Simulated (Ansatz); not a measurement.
The cell below belongs to a search over invented structures; it isn't taken from experiment.

Input and command of a plane-wave DFT calculation in Ansatz:

```yaml
crystal:
  lattice:
    - [4.35789321, 0.0, 0.0]
    - [-2.17894661, 3.77404623, 0.0]
    - [0.0, 0.0, 7.76156146]
  atoms:
    - { symbol: Gd, position: [0.0, 0.0, 0.27269112], spin: 7.0 }
    - { symbol: Gd, position: [0.0, 0.0, 0.72730888], spin: 7.0 }
    - { symbol: Gd, position: [0.33333333, 0.66666667, 0.5], spin: 7.0 }
    - { symbol: Gd, position: [0.66666667, 0.33333333, 0.5], spin: 7.0 }
    - { symbol: O, position: [0.0, 0.0, 0.5] }
    - { symbol: O, position: [0.0, 0.0, 0.0] }
basis:
  ecutwfc: 420
kpoints:
  mp_grid: { grid: [4, 4, 2] }
hamiltonian:
  xc: pbe
scf:
  occupations: { method: gaussian, width: 0.2 }
  lower_state_search: "off"
output:
  forces: true
  stress: true
  eigenvalues: true
  populations: true
magnetization:
  spin_polarized: true
relax:
  adjacent_minimum: "off"
  f_tol: 0.08
  max_steps: 16
  cell: { stress_tol: 0.8 }
```

```bash
ansatz run input.yaml --threads 1 --pin off --max-ram 2560MiB --backend cpu --events-out ev --progress --plain --runs-dir out
```

Processor: AMD EPYC (Zen 3), 1 thread, on a host shared with other jobs.

**Question.** Estimate time, memory and problem size.

**Answer.** About 6.7 min, peak memory 0.6 GiB. It solves 68 bands at 8 k points (after reduction by symmetry) with about 3517 plane waves (on the last cell), in 135 SCF iterations over 9 ionic steps.
